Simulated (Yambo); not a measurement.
```xyz
3
Lattice="0.0000 3.8043 3.8043 3.8043 0.0000 3.8043 3.8043 3.8043 0.0000" Properties=species:S:1:pos:R:3 pbc="T T T"
K      1.9021     1.9021     1.9021
K      5.7064     5.7064     5.7064
Se     0.0000     0.0000     0.0000
```

K$_{2}$Se (anti-fluorite, space group Fm-3m, No. 225) under isotropic strain (on all lattice vectors), counted from the cell relaxed with PBEsol, atoms relaxed at each step. PBEsol (Quantum ESPRESSO, PseudoDojo norm-conserving, 86 Ry, without SOC); G0W0 in Yambo (4×4×4 Γ-centred k mesh, bands 6 to 158 and a 7 Ry block in the screening, 158 bands in G with the Bruneval-Gonze terminator, plasmon pole fitted at 27.2 eV).

Unstrained, the direct gap at Γ is 2.27 eV in PBEsol and 4.28 eV in G0W0.

**Question.** How fast does it move with strain?

**Answer.** Between -0.7 % and +1 % the direct gap at Γ has a volume deformation potential dE/dlnV of -3.4 eV in G0W0 and -2.9 eV in PBEsol. (G0W0: 4.341 eV at -0.7 %, 4.170 eV at +1 %; Δ ln V = 3 ln(1.01/0.993) = 0.0509.) Convergence of the GW settings isn't established. Spin-orbit splittings are left out.

The standard potential for Se keeps a d shell in the valence without the s and p states of that shell. In tests on such compounds this moved G0W0 gaps by up to about 0.9 eV, so absolute quasiparticle energies here are unreliable; differences between settings are what counts.
